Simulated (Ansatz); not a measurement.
As (A7 type, space group R-3m)

```yaml
crystal:
  lattice:
    - [1.89173, 1.09219, 3.36977]
    - [-1.89173, 1.09219, 3.36977]
    - [0.00000, -2.18438, 3.36977]
  atoms:
    - { symbol: As, position: [0.23028, 0.23028, 0.23028] }
    - { symbol: As, position: [0.76972, 0.76972, 0.76972] }
```

The slice is a (1 -1 0 2) plane (indices of the conventional cell) through the point (0.230, 0.230, 0.230) (fractional), spanned by u = [1 0 -1] and v = [010] in vectors of this cell: u (3.78 Å) and v (4.02 Å, at 90° to u). It covers one period; positions are fractions (u, v).

Computed with PBE-D3(BJ) (plane waves to 420 eV, PAW, scalar-relativistic; Ansatz, a quantum-chemistry and plane-wave program). k mesh 11×11×11. Inside the PAW spheres the values are not all-electron values, and peaks at nuclei hang on which shells count as valence. As was relaxed with its symmetry unable to fall.

Sketch the valence electron density on this plane as a map.


```
|@@@@##++----::............::----++##@@|
|%%##**==--::::::........::::::--==**##|
|**++==----::::::::::::::::::::----==++|
|==------------------------------------|
|::::::::::------========------::::::::|
|::::::::::----==********==----::::::::|
|......::::--==**##%%%%##**==--::::....|
|    ....::--==**%%@@@@%%**==--::....  |
|      ..::--==**%%@@@@%%**==--::..    |
|      ..::::==++##%%%%##++==::::..    |
|      ....::--==++****++==--::....    |
|      ....::::--========--::::....    |
|............::::::----::::::..........|
|::..............::::::::..............|
|::::::::........................::::::|
|==----::::....            ....::::----|
|**++==--::::..            ..::::--==++|
|%%##**==--::..            ..::--==**##|
|@@@@##++--::....        ....::--++##@@|
|@@@@%%**==::::..        ..::::==**%%@@|
```
Scale: ten equal steps from -1.12 (start of ' ') to 1.53 (end of '@'), in the order ' .:-=+*#%@'. Values: log₁₀ of the valence density in e/Å³. The map has 19 points along u (two characters each, u = 0 at the left) and 20 along v (v = 0 in the bottom row). The scale is logarithmic, as a density can span decades between atoms and voids.
